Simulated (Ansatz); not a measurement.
input.yaml (Ansatz)

```yaml
crystal:
  lattice:
    - [2.5299469697, 0.0, 0.0]
    - [-1.2649734849, 2.190998346, 0.0]
    - [0.0, 0.0, 4.2110452283]
  atoms:
    - { symbol: C, position: [0.3333333333, 0.6666666667, 0.0626028893] }
    - { symbol: C, position: [0.6666666667, 0.3333333333, 0.5626028893] }
    - { symbol: C, position: [0.3333333333, 0.6666666667, 0.4373971107] }
    - { symbol: C, position: [0.6666666667, 0.3333333333, 0.9373971107] }
hamiltonian:
  xc: blyp
  pseudopotentials:
    kind: paw
    azcp:
      C: "pseudopotentials/C.paw.azcp"
basis:
  ecutwfc: 420
  fft_grid_basis: typed
kpoints:
  mp_grid: { grid: [13, 13, 7], shift: [0, 0, 0] }
magnetization:
  spin_polarized: false
scf:
  occupations: { method: fermi_dirac, width: 0.05 }
```

Output

```
Engine: ansatz 0.2.0, x86_64-unknown-linux-gnu
Pseudopotentials: kind: paw
Pseudopotential: C, paw, valence charge 4, recommended cutoff 420 eV (normal) 
Functional definition: BLYP
  parameter beta = 0.0042
  parameter a = 0.04918
  parameter b = 0.132
  parameter c = 0.2533
  parameter d = 0.349
  exchange = b88_x(beta = beta)
  correlation = lyp_c(a = a, b = b, c = c, d = d)
Crystal: 4 atoms, lattice volume = 23.342 Å³
Basis set: ecut = 420 eV, 465 PW (Γ), exchange–correlation on 36×36×60 points (8 copies of the dense FFT grid, shifted against one another)
Bands: 12, of which v1, the nominal top of the filled ones, is band 8 counted from 1 (7 counted from 0)
Symmetry: 24 space group operations
Space group: P63/mmc (ITA 194), of the structure as read, at distance tolerance 2.9e-5 Å
k-points: 84 of 1183
Non-local potential: C, projectors of the file, l = 0: 2, l = 1: 2, l = 2: 1
PAW form: soft (Blöchl's): semilocal exchange-correlation on the pseudo side does not see the compensation charge
PAW frozen core: C, regenerated for the run's functional, and the local potential with it (the file was generated under x = pbe(κ = 0.804, μ = 0.2195149727645171), c = pbe(β = 0.06672455060314922))
PAW one-centre angular grid: C, 110 points (default); XC on 64 Gauss nodes
Initial density: superposition of atomic densities (neutral atoms: chi_scale 0, normalization atom), corrected by the library's trained network
Initial wavefunctions: pseudopotential atomic-orbital guess
Functional: x = b88, c = lyp
SCF iter   1: F=—  HF=-1005.892548 eV  |F-HF|=—  |Δ(HF+E_count)|=         —  Δρ=1.63e-2  dr2=4.29e-2  ethr=1.77e-3  ⟨swp⟩=5.7  Hψ=5824  notcnv=0
SCF iter   2: F=—  HF=-1005.874755 eV  |F-HF|=—  |Δ(HF+E_count)|=   1.78e-2  Δρ=5.66e-3  dr2=4.95e-3  ethr=2.68e-4  ⟨swp⟩=2.8  Hψ=2449  notcnv=0
SCF iter   3: F=—  HF=-1005.872603 eV  |F-HF|=—  |Δ(HF+E_count)|=   2.15e-3  Δρ=3.06e-4  dr2=4.72e-6  ethr=3.09e-5  ⟨swp⟩=2.0  Hψ=1994  notcnv=0
SCF iter   4: F=—  HF=-1005.872547 eV  |F-HF|=—  |Δ(HF+E_count)|=   5.61e-5  Δρ=2.71e-5  dr2=5.95e-8  ethr=2.95e-8  ⟨swp⟩=2.4  Hψ=1692  notcnv=0
iter 5 did not close the SCF: its close was put off for the readings that it lacked (scf_convergence_deferred on its scf_iter line)
SCF iter   5: F=-1005.872547 eV  HF=-1005.872547 eV  |F-HF|=3.57e-10  |Δ(HF+E_count)|=   3.47e-8  Δρ=2.87e-6  dr2=5.21e-10  ethr=3.72e-10  ⟨swp⟩=2.0  Hψ=1667  notcnv=0
SCF iter   6: F=-1005.872547 eV  HF=-1005.872547 eV  |F-HF|=3.98e-12  |Δ(HF+E_count)|=  4.16e-10  Δρ=3.42e-7  dr2=8.49e-12  ethr=3.25e-12  ⟨swp⟩=1.0  Hψ=3003  notcnv=0
SCF 1 converged in 6 iterations: F = -1005.872547 eV  dr2 = 8.49e-12
SCF converged after 6 iterations
Free energy (F): -1005.872547 eV
Harris-Foulkes:  -1005.872547 eV  (|F-HF|=3.98e-12)
Internal energy: -1005.872547 eV  (E = F + TS)
E sigma→0 (E₀):  -1005.872547 eV
Fermi energy:    15.298148 eV
--- Per-component energies (eV) ---
  E_band       = 71.062657
  E_kinetic    = 368.665794
  E_local      = -258.968261  (includes V_loc(G=0)·N_el)
  E_nonlocal   = 109.797287
  E_hartree    = 57.467134
  E_xc         = -189.988089
  E_vxc        = -235.250313  (∫ρ·V_xc dr)
  E_paw        = -404.436115  (= ΣΔE_a)
  E_vpaw       = -28.116153  (= ΣTr[D̂ρ^β])
  E_aug_tail   = 0.000040  (compensation charges beyond the density's cutoff)
  E_ewald      = -688.416955
  E_core_change = 0.006618  (= ΣΔE_core)
  E_smearing   = -0.000000  (= −TS)
  E_closure    = -0.000000  (closes the sum)
  Σ components = -1005.872547   (vs F -1005.872547, Δ=0.00e0)
```
